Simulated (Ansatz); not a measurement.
Method: DFT PBE, scalar-relativistic, plane waves, PAW in Ansatz. Settings: cutoff 420 eV, Γ-centred meshes spaced at most about 0.3 Å⁻¹, and about 0.25 Å⁻¹ or finer for metals (2π included), Gaussian smearing. No spin polarisation in the final relaxations.

These are static total energies at zero pressure.

Two relaxed structures of ZnSn2N2:

A.

```cif
data_structure
_symmetry_space_group_name_H-M 'I4/mmm'
_symmetry_Int_Tables_number 139
_cell_length_a 4.5016
_cell_length_b 4.5016
_cell_length_c 8.5857
_cell_angle_alpha 90.000
_cell_angle_beta 90.000
_cell_angle_gamma 90.000
_cell_volume 173.98
loop_
_atom_site_label
_atom_site_type_symbol
_atom_site_symmetry_multiplicity
_atom_site_Wyckoff_symbol
_atom_site_fract_x
_atom_site_fract_y
_atom_site_fract_z
_atom_site_occupancy
Zn1 Zn 2 b 0.50000 0.50000 0.00000 1
Sn1 Sn 4 d 0.00000 0.50000 0.25000 1
N1 N 4 c 0.00000 0.50000 0.00000 1
```

B.

```cif
data_structure
_symmetry_space_group_name_H-M 'P-3m1'
_symmetry_Int_Tables_number 164
_cell_length_a 3.6043
_cell_length_b 3.6043
_cell_length_c 7.7198
_cell_angle_alpha 90.000
_cell_angle_beta 90.000
_cell_angle_gamma 120.000
_cell_volume 86.85
loop_
_atom_site_label
_atom_site_type_symbol
_atom_site_symmetry_multiplicity
_atom_site_Wyckoff_symbol
_atom_site_fract_x
_atom_site_fract_y
_atom_site_fract_z
_atom_site_occupancy
Zn1 Zn 1 a 0.00000 0.00000 0.00000 1
Sn1 Sn 2 d 0.33333 0.66667 0.68989 1
N1 N 2 d 0.33333 0.66667 0.38482 1
```

**Question.** Which is lower in energy, and by how much?

**Answer.** B is lower, by 0.45 eV/atom. A has space group I4/mmm (No. 139), 17.4 Å³/atom and no gap on its mesh; B has space group P-3m1 (No. 164), 17.4 Å³/atom and no gap. Counting N atoms around Sn and Zn (those within 1.25 times the shortest such distance or 1.15 times the sum of covalent radii, 1.27 where that leaves under three; a plus sign parts nearer from farther groups; the shortest distance is added where it exceeds 1.18 times the sum of covalent radii), A has Zn 4, Sn 2 and B has Zn 6 from 3.6 Å, Sn 3+1. Even the lower one lies +0.48 eV/atom against the reference forms of the elements (uncorrected), so neither is stable at this level. Both come from invented guesses.

Cells relaxed within their symmetry can be saddle points.
